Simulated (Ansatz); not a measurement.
Put NaTi₂Pt₃ in P-3m1 (No. 164): Na on 1a; Ti on 2d; Pt on 2d and 1b. The guess for NaTi₂Pt₃ was made by a generator: ordered mixture on the second sites of caesium chloride (occupants of the shared sites, in ratio, Na: 1, Ti: 2).

The calculation used Ansatz 0.2.0, DFT PBE, scalar-relativistic, plane waves, PAW. Cutoff 420 eV, Γ-centred mesh, Gaussian smearing, no spin polarisation.

The zero of energy is the elements' standard structures at the same level; no fitted shifts are applied.

Problem. Which cell and coordinates does it relax to?

Solution.

Space group P-3m1 (No. 164). a = 4.490 Å, b = 4.490 Å, c = 5.912 Å, α = 90.00°, β = 90.00°, γ = 120.00°
| atom | site | symmetry | x | y | z |
| --- | --- | --- | --- | --- | --- |
| Na | 1a | -3m. | 0.0000 | 0.0000 | 0.0000 |
| Ti | 2d | 3m. | 0.6667 | 0.3333 | 0.3196 |
| Pt | 2d | 3m. | 0.3333 | 0.6667 | 0.2490 |
| Pt | 1b | -3m. | 0.0000 | 0.0000 | 0.5000 |

Na has 8 Pt at 2.96–2.98 Å and 6 Ti at 3.21 Å; Ti is surrounded by 4 Pt at 2.55–2.63 Å, 3 Pt at 2.80 Å, 3 Na at 3.21 Å, 3 Ti at 3.36 Å and 1 Pt at 3.36 Å; Pt on a site of symmetry 3m has 4 Ti at 2.55–2.63 Å, 3 Na at 2.98 Å, 3 Pt at 2.99 Å and 1 Ti at 3.36 Å; Pt on a site of symmetry -3m has 6 Ti at 2.80 Å, 2 Na at 2.96 Å and 6 Pt at 2.99 Å. Another local minimum with the same sites may exist.

Problem. And its energy and gap?

Solution. The energy over the elements is −0.61 eV/atom and the gap on the 12×12×6 mesh of the 6-atom cell is 0 eV (a metal). Whether it is stable depends on the other phases of the system, which aren't compared here.

The last run used Gaussian smearing of 0.10 eV. Spin–orbit coupling, which can matter for Pt, is left out. A structure relaxed within its symmetry needn't be a true minimum.
